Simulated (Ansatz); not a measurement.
**Sensitivity of the gradients in WS2 with a W vacancy to the input**

Cell: a supercell of WS2 (space group P6_3/mmc) built from an entry of the Crystallography Open Database (COD) (the entry's cell lengths or inner coordinates differ somewhat from later room-temperature determinations), with all atoms left at the host's positions.

```
W S
1.0
     9.54000    0.00000    0.00000
    -4.77000    8.26188    0.00000
     0.00000    0.00000   12.50000
W S
17 36
Direct
  0.11111 0.55556 0.25000
  0.11111 0.88889 0.25000
  0.44444 0.22222 0.25000
  0.44444 0.55556 0.25000
  0.44444 0.88889 0.25000
  0.77778 0.22222 0.25000
  0.77778 0.55556 0.25000
  0.77778 0.88889 0.25000
  0.22222 0.11111 0.75000
  0.22222 0.44444 0.75000
  0.22222 0.77778 0.75000
  0.55556 0.11111 0.75000
  0.55556 0.44444 0.75000
  0.55556 0.77778 0.75000
  0.88889 0.11111 0.75000
  0.88889 0.44444 0.75000
  0.88889 0.77778 0.75000
  0.11111 0.22222 0.62500
  0.11111 0.55556 0.62500
  0.11111 0.88889 0.62500
  0.44444 0.22222 0.62500
  0.44444 0.55556 0.62500
  0.44444 0.88889 0.62500
  0.77778 0.22222 0.62500
  0.77778 0.55556 0.62500
  0.77778 0.88889 0.62500
  0.22222 0.11111 0.12500
  0.22222 0.44444 0.12500
  0.22222 0.77778 0.12500
  0.55556 0.11111 0.12500
  0.55556 0.44444 0.12500
  0.55556 0.77778 0.12500
  0.88889 0.11111 0.12500
  0.88889 0.44444 0.12500
  0.88889 0.77778 0.12500
  0.11111 0.22222 0.87500
  0.11111 0.55556 0.87500
  0.11111 0.88889 0.87500
  0.44444 0.22222 0.87500
  0.44444 0.55556 0.87500
  0.44444 0.88889 0.87500
  0.77778 0.22222 0.87500
  0.77778 0.55556 0.87500
  0.77778 0.88889 0.87500
  0.22222 0.11111 0.37500
  0.22222 0.44444 0.37500
  0.22222 0.77778 0.37500
  0.55556 0.11111 0.37500
  0.55556 0.44444 0.37500
  0.55556 0.77778 0.37500
  0.88889 0.11111 0.37500
  0.88889 0.44444 0.37500
  0.88889 0.77778 0.37500
```

Atom numbers follow the list; atoms alike are taken as one site, whose name carries the number of the first.

Reference run. Level of theory: DFT, PBE, plane waves and PAW, scalar-relativistic, collinear spin, 420 eV cutoff, Γ-centred 3×3×2 k-points, Fermi–Dirac smearing 0.01 eV, cell charge -2 (Ansatz 0.2.0). Start moments as typed (μB): 0 0 0 0 0 0 0 0 0 0 0 0 0 0 0 0 0 0 0 0 0 0 0 0 0 0 0.5 0.5 0 0 0 0 0.5 0 0 0 0 0 0 0 0 0 0 0 0.5 0.5 0 0 0 0 0.5 0 0 by atom.

(1) The input is changed as follows: `kpoints.mp_grid.grid`: [3, 3, 2] → [2, 2, 2]; `basis.xc_grid`: not typed → 4. What happens to V_zz (10²¹ V/m²) and η?

Answers

(1) 

| site | atom | V_zz reference | η reference | V_zz changed | η changed |
| --- | --- | --- | --- | --- | --- |
| W1 | 1 | -21.1 | 0.50 | -21.0 | 0.50 |
| W5 | 5 | -18.04 | 0.00 | -17.59 | 0.00 |
| W7 | 7 | -17.58 | 0.00 | -17.70 | 0.00 |
| W9 | 9 | -18.42 | 0.01 | -18.09 | 0.01 |
| W11 | 11 | -17.96 | 0.01 | -17.71 | 0.01 |
| W13 | 13 | -17.93 | 0.01 | -17.60 | 0.02 |
| S19 | 19 | -4.78 | 0.01 | -4.75 | 0.01 |
| S23 | 23 | -4.72 | 0.00 | -4.67 | 0.00 |
| S25 | 25 | -4.69 | 0.00 | -4.63 | 0.00 |
| S27 | 27 | -8.75 | 0.19 | -8.34 | 0.21 |
| S29 | 29 | -3.53 | 0.01 | -3.33 | 0.03 |
| S31 | 31 | -4.43 | 0.32 | -4.45 | 0.29 |

The largest change of V_zz is on W5, from -18.04 to -17.59. In per cent, |V_zz| changes by -3 to +1 on W, -6 to 0 on S (all sites that start above 2). The table leaves out 1 of the 13 sites, with |V_zz| up to 4.92; their tensors move by 0.04 at most along any direction. The statements above cover all sites. The absolute magnetisation of the cell goes from 1.6 to 0.5 μB. SCF iterations: 19 and 14. In the changed run the k-mesh is coarser than the standard one, so its values aren't converged ones.

On the reference run: The defect repeats with the cell of 53 atoms, so it feels its images: sites between two images don't show the values beside a lone defect, and zeros or small values of η there can come from the images' arrangement. S and W carry a gradient in the pure host already, so the values there aren't the defect's effect alone. A uniform background compensates the cell's charge. The defect cell has no gap above 0.1 eV on its mesh, so the values can hang on the smearing and the k-mesh. Without spin–orbit coupling the gradients at and beside W can be off by some per cent, at some sites by more. The neighbours have not yet relaxed around the defect (largest force 0.94 eV/Å), so a real crystal will differ.
